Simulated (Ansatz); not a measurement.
C: comparing deformations

Theory: DFT PBE, scalar-relativistic, plane waves, PAW (Ansatz). Cutoff 420 eV, Γ-centred 12×12×4 k-points, Gaussian smearing of 0.05 eV. No spin polarisation. Energies are free energies at this smearing, counted from the undisturbed cell; pressure is positive in compression.

The starting cell (relaxed at this level):

```
C
1.0
     2.51802    0.00000    0.00000
    -1.25901    2.18067    0.00000
     0.00000    0.00000    8.30459
C
8
Cartesian
  0.0000 0.0000 0.7721
  0.0000 0.0000 4.9244
  0.0000 0.0000 3.3802
  0.0000 0.0000 7.5325
  0.0000 1.4538 1.2916
  1.2590 0.7269 5.4439
  0.0000 1.4538 2.8607
  1.2590 0.7269 7.0130
```

The cell is strained by ε times a Voigt pattern (xx, yy, zz, yz, xz, xy; engineering shear) with fractional coordinates fixed. τ = (1/V0) dE/dε comes from the stress tensor. Of each scan, only the three points used here are listed.

| pattern | ε | τ (GPa) |
| --- | --- | --- |
| (1, 1, 0, 0, 0, 0) | -0.0100 | -26.24 |
| (1, 1, 0, 0, 0, 0) | 0.0000 | -0.02 |
| (1, 1, 0, 0, 0, 0) | 0.0100 | 24.28 |
| (0, 0, 1, 0, 0, 0) | -0.0250 | -33.93 |
| (0, 0, 1, 0, 0, 0) | 0.0000 | -0.01 |
| (0, 0, 1, 0, 0, 0) | 0.0250 | 28.16 |

Task: Which constants do the scans give, and which deformation costs least for the same size of strain tensor?

Result: The slope dτ/dε at zero (parabola through three points) is pᵀCp: (1, 1, 0, 0, 0, 0) gives C11 + C22 + 2 C12 = 2526 GPa; (0, 0, 1, 0, 0, 0) gives C33 = 1242 GPa. The size of the strain tensor, ε:ε, is ε² times 2.0, 1.0. Per unit of it the stiffnesses are 1263, 1242 GPa, so (0, 0, 1, 0, 0, 0) is the softest of these, level with (1, 1, 0, 0, 0, 0): at ε:ε = (1 %)² the quadratic term costs 2.21 meV/atom against 2.25 for the stiffest. These are clamped-ion values.

Forces appear on the atoms along this scan, and letting them relax would lower the energy and soften the response.